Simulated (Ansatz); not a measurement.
The relaxed structure here is a generated cell of Co: the first start was made by a random draw of sites in a space group, and the end was not matched to a known phase here, so it may be hypothetical. Known forms of Co include space group No. 194.

One starting cell of Co (a randomly generated symmetric cell of Co (space group No. 65)) was relaxed twice with Ansatz (plane waves, PAW, scalar-relativistic): with r2SCAN at 500 eV and with PBE at 420 eV. The r2SCAN result:

```cif
data_Co
_chemical_formula_sum 'Co1'
_space_group_name_H-M_alt 'P6/mmm'
_space_group_IT_number 191
_space_group_name_Hall '-P 6 2'
_cell_length_a 2.43262
_cell_length_b 2.43262
_cell_length_c 2.31921
_cell_angle_alpha 90.000
_cell_angle_beta 90.000
_cell_angle_gamma 120.000
loop_
_atom_site_label
_atom_site_type_symbol
_atom_site_symmetry_multiplicity
_atom_site_Wyckoff_symbol
_atom_site_fract_x
_atom_site_fract_y
_atom_site_fract_z
_atom_site_occupancy
Co1 Co 1 a 0.00000 0.00000 0.00000 1
```

```
quantity                                 r2SCAN            PBE
--------------------------------  -------------  -------------
space group                              P6/mmm         P6/mmm
volume (Å³/atom)                          11.89          12.01
a (Å)                                     2.433          2.452
c (Å)                                     2.319          2.308
gap (eV, no spin-orbit coupling)           0.00           0.00
spin order                        ferromagnetic  ferromagnetic
net moment (μB/atom)                       1.97           1.79
```

Both levels end in the same structure; PBE's volume is 1.1 % larger. Neither column is exact.

Spin states reached: ferromagnetic; spin orders were not searched systematically. r2SCAN tends to overstate moments in metals.

The run could not lose the symmetry of its start, so the end can be a saddle point.

Ansatz is a quantum-chemistry and plane-wave program.
